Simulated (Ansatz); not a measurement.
InGa₃P₄, ordered on the zincblende lattice (Pmm2) with 8 atoms a cell, relaxed with r2SCAN. Ga is surrounded by 4 P at 2.37–2.39 Å; P is surrounded by 3 Ga at 2.35–2.38 Å and 1 In at 2.53 Å; Ga is surrounded by 4 P at 2.35–2.39 Å; P is surrounded by 4 Ga at 2.39 Å; In is surrounded by 4 P at 2.51–2.53 Å; P is surrounded by 2 Ga at 2.37 Å and 2 In at 2.51 Å.

Space group Pmm2 (No. 25). a = 3.927 Å, b = 7.874 Å, c = 5.570 Å, α = 90.00°, β = 90.00°, γ = 90.00°
```csv
atom,site,symmetry,x,y,z
Ga,2g,m..,0.0000,0.7585,0.9998
P,2h,m..,0.5000,0.7637,0.2397
Ga,1c,mm2,0.5000,0.0000,0.4982
P,1a,mm2,0.0000,0.0000,0.7413
In,1d,mm2,0.5000,0.5000,0.4999
P,1b,mm2,0.0000,0.5000,0.7817
```

4 runs of the plane-wave code Ansatz on this cell differ in the functional (and in the settings that go with it). Levels are in eV from each run's valence top; v1 is the last filled band, c1 the first empty one.

Run A, mean stress +0.2 GPa (compression positive):

| point | v5 | v3 | v1 | c1 | c2 | c3 |
| --- | --- | --- | --- | --- | --- | --- |
| Γ | -1.51 | -0.08 | 0.00 | 2.85 | 2.90 | 3.30 |
| X | -2.93 | -2.77 | -1.13 | 2.88 | 2.94 | 3.20 |
| S | -2.93 | -2.77 | -2.34 | 3.83 | 4.26 | 4.33 |
| Y | -2.29 | -1.32 | -0.11 | 3.28 | 3.71 | 4.17 |
| Z | -1.66 | -1.23 | -0.82 | 2.89 | 2.95 | 3.60 |
| U | -3.64 | -1.23 | -1.04 | 2.82 | 3.15 | 5.87 |

Run B, mean stress 0.0 GPa (compression positive):

| point | v5 | v3 | v1 | c1 | c2 | c3 |
| --- | --- | --- | --- | --- | --- | --- |
| Γ | -1.44 | -0.12 | 0.00 | 1.75 | 1.82 | 2.15 |
| X | -2.78 | -2.62 | -1.06 | 1.84 | 1.89 | 2.05 |
| S | -2.78 | -2.64 | -2.22 | 2.68 | 3.11 | 3.18 |
| Y | -2.16 | -1.29 | -0.10 | 2.14 | 2.55 | 2.94 |
| Z | -1.57 | -1.19 | -0.76 | 1.76 | 1.82 | 2.42 |
| U | -3.43 | -1.19 | -0.97 | 1.69 | 2.03 | 4.64 |

Run C, mean stress +0.5 GPa (compression positive):

| point | v5 | v3 | v1 | c1 | c2 | c3 |
| --- | --- | --- | --- | --- | --- | --- |
| Γ | -1.49 | -0.11 | 0.00 | 2.19 | 2.22 | 2.62 |
| X | -2.90 | -2.73 | -1.11 | 2.21 | 2.27 | 2.52 |
| S | -2.89 | -2.74 | -2.31 | 3.15 | 3.57 | 3.64 |
| Y | -2.25 | -1.31 | -0.11 | 2.60 | 3.02 | 3.49 |
| Z | -1.63 | -1.22 | -0.80 | 2.23 | 2.29 | 2.92 |
| U | -3.58 | -1.22 | -1.02 | 2.16 | 2.48 | 5.16 |

Run D, mean stress +2.2 GPa (compression positive):

| point | v5 | v3 | v1 | c1 | c2 | c3 |
| --- | --- | --- | --- | --- | --- | --- |
| Γ | -1.38 | -0.12 | 0.00 | 1.29 | 1.58 | 1.85 |
| X | -2.66 | -2.51 | -1.02 | 1.59 | 1.64 | 1.78 |
| S | -2.68 | -2.54 | -2.14 | 2.43 | 2.83 | 2.89 |
| Y | -2.06 | -1.25 | -0.10 | 1.87 | 2.25 | 2.54 |
| Z | -1.51 | -1.14 | -0.73 | 1.42 | 1.49 | 2.16 |
| U | -3.32 | -1.14 | -0.93 | 1.35 | 1.66 | 4.33 |

Problem. Match the runs to PBE, r2SCAN, HSE06, PBE0.

Solution. A is PBE0, B is r2SCAN, C is HSE06, D is PBE. In order of the gap: PBE 1.29, r2SCAN 1.69, HSE06 2.16, PBE0 2.82 eV.

The calculation is spin-unpolarised, and the structure need not be a phase that has been made.

Spin-orbit coupling is left out, which matters wherever the heavy atoms make up the band edges.

The program warns that its thresholds are loose for a hybrid's stress.

The meshes of the hybrids are coarse, so their gaps aren't converged to the digits shown.
